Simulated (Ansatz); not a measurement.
ScInCu4:
```
CELL_PARAMETERS angstrom
      0.00000     3.50707     3.50707
      3.50707     0.00000     3.50707
      3.50707     3.50707     0.00000
ATOMIC_POSITIONS crystal
  Sc 0.00000 0.00000 0.00000
  In 0.25000 0.25000 0.25000
  Cu 0.62515 0.62515 0.62515
  Cu 0.62515 0.62515 0.12455
  Cu 0.62515 0.12455 0.62515
  Cu 0.12455 0.62515 0.62515
```

Relaxed with r²SCAN. Special points in fractions of this cell's reciprocal vectors: Γ (0.000, 0.000, 0.000); X (0.500, 0.000, 0.500); U (0.625, 0.250, 0.625); K (0.375, 0.375, 0.750); L (0.500, 0.500, 0.500); W (0.500, 0.250, 0.750).

Problem. List the band energies nearest the Fermi level at these points for the program Ansatz at the r²SCAN level (PAW).

Solution. In eV from the Fermi level; about four levels below and three above (degenerate sets whole), none deeper than 8.9 eV; points with the same levels are listed once.

| k | below | above |
|---|---|---|
| Γ | -1.36 -1.36 -1.36 -0.66 | 0.21 0.21 1.97 |
| X | -2.20 -0.82 -0.82 -0.31 | 1.44 1.61 1.61 |
| U | -2.36 -2.19 -1.26 -0.77 | 1.05 1.30 1.59 |
| L | -1.80 -0.77 -0.77 -0.76 | 1.00 1.00 1.13 |
| W | -2.37 -2.34 -2.20 -1.88 | 0.03 1.12 1.26 |

Space group F-43m. The workflow started from a Materials Project entry (that database holds measured and hypothetical structures alike); the Crystallography Open Database copy checked does not list it. With Sc and In taken as one species the cell has the higher symmetry Fd-3m, so it may be an ordered model of a mixed-site phase. Whether it is the stable phase at ambient conditions was not checked. The r²SCAN relaxation kept the symmetry of its start; whether a distortion lowers the energy is not shown. No spin polarisation was allowed. Spin–orbit coupling is left out wherever it is not named.

Potentials: the later of the program's two PAW sets.
